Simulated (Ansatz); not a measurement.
Cu Kα1 powder pattern (kinematic, no thermal factors).
```tsv
2θ (°)	relative intensity
11.33	8
22.78	100
23.92	14
26.54	22
33.27	12
34.47	36
42.07	6
42.39	6
43.71	13
46.53	10
48.37	36
48.97	2
50.43	3
52.98	3
54.66	3
59.17	3
61.25	2
64.75	1
66.49	1
67.71	2
69.85	1
71.29	2
75.24	8
76.88	11
77.10	2
81.43	5
85.02	1
87.05	8
87.46	3
```

The pattern is computed from a structure relaxed with Ansatz, DFT PBE+D3(BJ), scalar-relativistic, plane waves, PAW. No spin polarisation. Its elements are C, Na.

Q: Give the structure.

A: NaC$_{12}$.
Space group P6/mmm (No. 191). a = 4.292 Å, b = 4.292 Å, c = 7.801 Å, α = 90.00°, β = 90.00°, γ = 120.00°
```json
{"atom": "Na", "site": "1a", "symmetry": "6/mmm", "x": "0.0000", "y": "0.0000", "z": "0.0000"}
{"atom": "C", "site": "12n", "symmetry": "..m", "x": "0.3334", "y": "0.0000", "z": "0.7116"}
```

A pattern alone doesn't exclude other cells with like lines; this is the one computed.

It was reached by relaxing an invented guess, and it needn't be the stable form of this composition.
